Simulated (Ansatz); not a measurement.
A geometry of ZnSnP₂ away from equilibrium: the start of the relaxation of a relaxed ZnSnP2 cell displaced along its unstable phonon at q = (½, ½, 0) of its primitive reciprocal cell (54i cm⁻¹), largest move 0.15 Å. Level of theory: PBE (plane waves to 420 eV, PAW, scalar-relativistic; Ansatz, an electronic-structure program). Γ-centred k-mesh 9×9×6 on the run's cell (coarser than for final values), Fermi–Dirac smearing 0.05 eV.

```xyz
8
Lattice="9.9455 0.0000 0.0000 4.9727 3.5726 0.0000 -0.5903 0.0000 5.6860" Properties=species:S:1:pos:R:3:forces:R:3 pbc="T T T" free_energy=-21708.088 pressure_GPa=0.0
P     12.0947     1.7863     1.9948   -0.0342    0.0000   -0.1033
P      7.0406     1.7863     2.2691   -0.0159    0.0000   -0.1184
P      3.9430     1.7863     0.8014    0.0499    0.0000   -0.0154
P      8.8562     1.7863     1.0954    0.0509    0.0000    0.0646
Zn     0.6173    -0.0102     1.2577   -0.0214   -0.0027    0.0157
Zn     5.5900     0.0102     1.2577   -0.0214    0.0027    0.0157
Sn    11.3521     1.7863     4.7367   -0.0503    0.0000   -0.0155
Sn     6.4558     1.7863     4.8461    0.0425    0.0000    0.1565
```

Positions in Å, forces in eV/Å, free energy of the cell in eV (comparable only within this code, potentials and settings). Largest force: 0.16 eV/Å, on Sn8 (atoms numbered as listed); the geometry lies 0.02 eV/atom above the end of its relaxation.

No spin polarisation in the result.

The run could not lose the symmetry of its start, so the end can be a saddle point.

The end of the path is a generated cell of ZnSnP2: the first start was made by placing the elements on the sites of a structure type, and the end was not matched to a known phase here, so it may be hypothetical.
